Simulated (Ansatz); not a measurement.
B6P in space group R-3m (No. 166; B on 18h, B on 18h, P on 6c), DFT-r²SCAN in the program Ansatz with PAW potentials. The conduction-band minimum lies at L, with 3 equivalent valleys. Second derivatives d²E/dk² of the lowest band at one valley (eV·Å²), along Cartesian directions:

```json
[
 {"direction": "[100]", "d²E/dk²": "14.73"},
 {"direction": "[010]", "d²E/dk²": "18.03"},
 {"direction": "[001]", "d²E/dk²": "30.60"},
 {"direction": "[110]", "d²E/dk²": "16.38"},
 {"direction": "[101]", "d²E/dk²": "22.66"},
 {"direction": "[011]", "d²E/dk²": "8.668"}
]
```

**Question.** Find the principal effective masses, the density-of-states mass and the conductivity mass.

**Answer.** Off-diagonal terms follow from H_xy = H[110] − (H_xx + H_yy)/2, and m*/mₑ = 7.620 eV·Å² over each eigenvalue: 0.19, 0.52, 1.0. One valley's DOS mass (m₁m₂m₃)^(1/3) = 0.46, conductivity mass 3/(Σ 1/mᵢ) = 0.36 mₑ.

**Question.** What effective density of states Nc follows at 300 K for parabolic valleys?

**Answer.** Nc = 2.509e19 × 3 × (0.46)^(3/2) ≈ 2.3e19 cm⁻³.

The workflow started from a Materials Project entry (that database holds measured and hypothetical structures alike); the Crystallography Open Database copy checked does not list it. Whether it is the stable phase at ambient conditions was not checked. The cell was relaxed with r²SCAN under the symmetry of its start; whether a distortion lowers the energy is not shown.

Potentials: the earlier of the program's two PAW sets.

Edges and masses are those of Kohn–Sham bands, whose gap is no quasiparticle gap.
